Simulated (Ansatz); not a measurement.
The cell is KLiCl2 as one 4-atom ordering (R-3m) on the rocksalt lattice; cell and atoms were relaxed with r2SCAN. The symmetry is R-3m (No. 166, trigonal); conventional cell a = 3.978 Å, c = 20.454 Å, 23.36 Å³ an atom. Li is surrounded by 6 Cl at 2.69 Å; K is surrounded by 6 Cl at 3.06 Å; Cl is surrounded by 3 Li at 2.69 Å and 3 K at 3.06 Å.

```cif
data_structure
_symmetry_space_group_name_H-M 'R-3m:H'
_symmetry_Int_Tables_number 166
_cell_length_a 3.9778
_cell_length_b 3.9778
_cell_length_c 20.4539
_cell_angle_alpha 90.000
_cell_angle_beta 90.000
_cell_angle_gamma 120.000
_cell_volume 280.28
loop_
_atom_site_label
_atom_site_type_symbol
_atom_site_symmetry_multiplicity
_atom_site_Wyckoff_symbol
_atom_site_fract_x
_atom_site_fract_y
_atom_site_fract_z
_atom_site_occupancy
Li1 Li 3 a 0.00000 0.00000 0.00000 1
K1 K 3 b 0.33333 0.66667 0.16667 1
Cl1 Cl 6 c 0.00000 0.00000 0.26525 1
```

The questions ask for values computed with the PAW code Ansatz on this geometry. No spin polarisation. The prototype was imposed, so other structures may be more stable.

(1) Is there a gap with r2SCAN, and of what kind?

(2) How does the gap change from r2SCAN to PBE (8×8×8)?

(3) How does the gap change from r2SCAN to HSE06 (6×6×6)?

(4) How does the gap change from r2SCAN to PBE0 (6×6×6)?

(5) What does G0W0@PBE with 278 empty bands, a screening cutoff of 120 eV and a 4×4×4 mesh give?

(6) Roughly how does the cost of the PBE0 run (6×6×6) compare with r2SCAN's (8×8×8)?

(7) What are ε∞ and the Born charges with r2SCAN?

(8) How do the levels compare, in gap and in cost?

Answers

(1) The r2SCAN gap is direct at Γ: 5.99 eV.

(2) PBE gives a direct gap of 5.32 eV at Γ. The gap differs by -0.67 eV from r2SCAN's.

(3) HSE06 gives a direct gap of 6.64 eV at Γ. The gap differs by +0.65 eV from r2SCAN's.

(4) With PBE0 the gap is 7.37 eV and direct, at Γ. The gap differs by +1.38 eV from r2SCAN's.

(5) 7.79 eV (the shift on the mesh added to PBE's least gap). G0W0 moves the gap on the mesh from 5.32 eV (PBE) to 7.79 eV (direct at Γ). Renormalisation factors Z lie between 0.80 and 0.86. The G0W0 figures hold for the stated bands, cutoff and mesh and aren't extrapolated.

(6) About 18 times as much (13 core-minutes against 40 core-seconds, on 2 threads of Arm Neoverse N1 (shared host)).

(7) The electronic dielectric tensor ε∞ is 2.51 along x and y, 2.54 along z. Born charges, averaged over directions: Li +1.18, K +1.12, Cl -1.15 e.

(8) r2SCAN covers 51 % of the step from PBE to HSE06, while HSE06 needs about 19 times r2SCAN's cost (on a coarser mesh). Among these functionals the gap stays direct.
